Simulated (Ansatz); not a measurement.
P2W in space group C2/m (No. 12; P on 4i, P on 4i, W on 4i) at seven volumes, the program Ansatz at the PBEsol level (PAW), shape and atoms relaxed at each. One row is withheld.

```tsv
V (Å³/atom)	P (GPa)
13.122	23.67
13.554	14.48
13.987	6.65
14.419	0.00
14.852	-5.63
15.285	?
15.717	-14.44
```

Problem. Fit the shown pressures and predict the withheld one.

Solution. P = (3/2)B₀(x^(7/2) − x^(5/2))[1 + (3/4)(B′ − 4)(x − 1)] with x = (V₀/V)^(2/3). Least squares on the six rows gives V₀ = 14.420 Å³/atom, B₀ = 203 GPa, B′ = 4.47. At V = 15.285, x = 0.9619 and P = -10.38 GPa. The run itself gave -10.41 GPa.

The first step of the workflow began from a Materials Project structure, measured or hypothetical; the Crystallography Open Database files this formula in space group No. 12, but the cells were not matched. Its standing as an ambient phase is unchecked. The cell was relaxed with PBEsol under the symmetry of its start; whether a distortion lowers the energy is not shown. No spin polarisation was allowed. Spin–orbit coupling is left out wherever it is not named.

Potentials: the later of the program's two PAW sets.
